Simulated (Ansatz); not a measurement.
AlRu:
```
AlRu
1.0
    2.97620     0.00000     0.00000
    0.00000     2.97620     0.00000
    0.00000     0.00000     2.97620
Ru Al
1 1
Direct
  0.00000   0.00000   0.00000
  0.50000   0.50000   0.50000
```

Relaxed with PBEsol. Special points in fractions of this cell's reciprocal vectors: Γ (0.000, 0.000, 0.000); X (0.000, 0.500, 0.000); M (0.500, 0.500, 0.000); R (0.500, 0.500, 0.500).

Problem. List the band energies nearest the Fermi level at these points for PBEsol in the plane-wave PAW code Ansatz.

Solution. In eV from the Fermi level; about four levels below and three above (degenerate sets whole), none deeper than 8.9 eV; points with the same levels are listed once.

```json
[
 {"k": "Γ", "below": "-3.67 -3.67", "above": "0.20 0.20 0.20"},
 {"k": "X", "below": "-5.50 -2.85 -1.63 -1.63", "above": "0.46 2.35 7.41"},
 {"k": "M", "below": "-1.38 -1.38 -1.19 -1.19", "above": "1.57 5.38 6.44"},
 {"k": "R", "below": "-4.71 -4.71 -4.71", "above": "1.67 1.67 2.70"}
]
```

Space group Pm-3m (CsCl type). The PBEsol relaxation kept the symmetry of its start. The run is not spin-polarised. Scalar-relativistic: spin–orbit coupling is off unless named, which matters more the heavier the elements.

Potentials: the earlier of the program's two PAW sets. The files were generated under PBE; for other functionals the program regenerates the frozen cores, and for LDA and PBEsol the local potential too.
